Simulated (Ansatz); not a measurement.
YSi:
Space group Cmcm (No. 63); a = 4.234 Å, b = 10.455 Å, c = 3.808 Å, α = β = γ = 90.00°

| atom | site | symmetry | x | y | z |
|---|---|---|---|---|---|
| Y | 4c | m2m | 0.0000 | 0.1404 | 0.7500 |
| Si | 4c | m2m | 0.0000 | 0.5763 | 0.2500 |
(The calculation used a cell of 4 atoms; values per cell refer to that cell.)

This is the PBEsol-relaxed structure.

Q: All from the program Ansatz at the PBEsol level (PAW), unless another level is named. Estimate the Poisson's ratio.

A: 0.21.

Q: Give the highest zone-centre frequency.

A: 43.3 meV.

The workflow started from a Materials Project entry (that database holds measured and hypothetical structures alike); the Crystallography Open Database copy checked does not list it. Its standing as an ambient phase is unchecked. The PBEsol relaxation kept the symmetry of its start; its stability against distortions is not shown here. The run is not spin-polarised.

Potentials: the later of the program's two PAW sets.
